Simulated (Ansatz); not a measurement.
A distorted cell of WSi2 (MoSi2 type, space group I4/mmm):

```xyz
3
Lattice="-1.5883 1.5883 3.8696 1.5883 -1.5883 3.8696 1.5883 1.5883 -3.8696" Properties=species:S:1:pos:R:3 pbc="T T T"
W      0.0000     0.0000     0.0000
Si     0.0000     0.0000     2.5834
Si     0.0000     0.0000     5.1559
```

Calculation: PBE (plane waves to 420 eV, PAW, scalar-relativistic; Ansatz, a first-principles code). k mesh 20×20×20 (Γ-centred), Fermi-Dirac smearing 0.05 eV. Energies are smeared free energies. Stress and pressure are positive under compression. Spin-orbit coupling is left out, though W is heavy. WSi2 is run without spin polarisation. WSi2 was relaxed with its symmetry unable to fall.

Task: Give the stress tensor in GPa and the pressure.

Result: 
```
   11.4      0.0      0.0
    0.0     11.4      0.0
    0.0      0.0     13.1
```
The pressure, a third of the trace, is 12.0 GPa.

Task: It is the relaxed cell scaled evenly to V/V₀ = 0.952, atoms relaxed where free. What is its energy relative to the relaxed cell?

Result: 23 meV/atom.

(A scan under strain: stresses follow from slopes of the energy per volume, elastic moduli from its curvatures.)
